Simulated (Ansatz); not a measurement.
**PbF2 (Fm-3m): G0W0 against its settings**

A 3-atom cell of PbF2 (Fm-3m) from a materials database, relaxed with r2SCAN+rVV10; one-shot G0W0 in Ansatz without spin-orbit coupling. Spin-unpolarised throughout; all numbers are computed.

```cif
data_structure
_symmetry_space_group_name_H-M 'Fm-3m'
_symmetry_Int_Tables_number 225
_cell_length_a 5.8916
_cell_length_b 5.8916
_cell_length_c 5.8916
_cell_angle_alpha 90.000
_cell_angle_beta 90.000
_cell_angle_gamma 90.000
_cell_volume 204.50
loop_
_atom_site_label
_atom_site_type_symbol
_atom_site_symmetry_multiplicity
_atom_site_Wyckoff_symbol
_atom_site_fract_x
_atom_site_fract_y
_atom_site_fract_z
_atom_site_occupancy
Pb1 Pb 4 a 0.00000 0.00000 0.00000 1
F1 F 8 c 0.25000 0.25000 0.75000 1
```

Gaps are read over the mesh points alone. G0W0 here is at a finite number of bands, screening cutoff and k mesh, not at the basis limit.
```tsv
start	potentials	frequency model	mesh	empty bands	screening cutoff (eV)	Kohn-Sham gap (eV)	G0W0 gap (eV)
PBE	PAW	contour deformation	6×6×6	152	120	4.44	6.27
PBE	PAW	contour deformation	6×6×6	378	220	4.44	6.48
PBE	PAW	contour deformation	6×6×6	695	300	4.44	6.57
HSE06	PAW	contour deformation	6×6×6	378	220	5.75	7.25
r2SCAN	PAW	contour deformation	6×6×6	378	220	4.96	6.81
PBE0	PAW	contour deformation	6×6×6	378	220	6.47	7.46
PBE	PAW	Godby-Needs pole	6×6×6	378	220	4.44	6.42
PBE	PAW	contour deformation	8×8×8	83	80	4.41	6.23
PBE	norm-conserving	contour deformation	6×6×6	378	220	4.43	6.44
```

G0W0 moves the gap on the mesh from 4.44 eV (PBE) to 6.57 eV (L to X). Renormalisation factors Z lie between 0.72 and 0.84.

Raising bands and cutoff together moves the gap by +0.21 eV (120 to 220 eV), then +0.09 eV (220 to 300 eV); the last step is still large, so the basis limit isn't reached. Starting from HSE06 (5.75 eV against PBE's 4.44 eV) gives 7.25 eV, +0.77 eV from G0W0@PBE at the same screening cutoff. Starting from r2SCAN (4.96 eV against PBE's 4.44 eV) gives 6.81 eV, +0.33 eV from G0W0@PBE at the same screening cutoff. Starting from PBE0 (6.47 eV against PBE's 4.44 eV) gives 7.46 eV, +0.98 eV from G0W0@PBE at the same screening cutoff. The Godby-Needs plasmon pole differs from contour deformation by -0.06 eV. Norm-conserving potentials (wave cutoff 1320 eV against 420 eV) shift the quasiparticle gap by -0.04 eV and the PBE gap by -0.01 eV. r2SCAN runs take a wave cutoff of 500 eV.
